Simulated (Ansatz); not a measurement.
One crystal and one scan (frozen-phonon scan) at two levels, PBE (plane waves to 420 eV, PAW, scalar-relativistic; Ansatz, a first-principles code) and r2SCAN (plane waves to 500 eV, PAW, scalar-relativistic; Ansatz), each from its own relaxed cell and on its own mesh.

The crystal is Si (diamond); a phonon pattern at X = (0.5, 0.5, 0.0) is frozen into a 4-atom cell, Q being the largest atomic displacement.

Si was relaxed with its symmetry unable to fall. The PAW data are Ansatz's earlier set. Both scans cover Q from -0.100 to 0.100 Å.

```csv
quantity,run 1,run 2
Lattice constant a (Å),5.444,5.470
Energy at Q = 0.100 Å (meV/cell),178.3,165.1
Harmonic wavenumber from the curvature (finite differences) (cm⁻¹ (negative: imaginary)),416,401
```

**Question.** Which run is which level?

**Answer.** Run 2 is PBE, run 1 is r2SCAN. PBE gives the higher value for: lattice constant a. PBE gives the lower value for: energy at Q = 0.100 Å; harmonic wavenumber from the curvature. Both give the same space group of the distorted cell: P-4m2 (No. 115), lowered from Fd-3m. Neither level is exact: the differences show how much the result hangs on the functional.

(For displaced atoms, the force is minus the slope of the energy, and its curvature is a force constant, which sets phonon frequencies.)
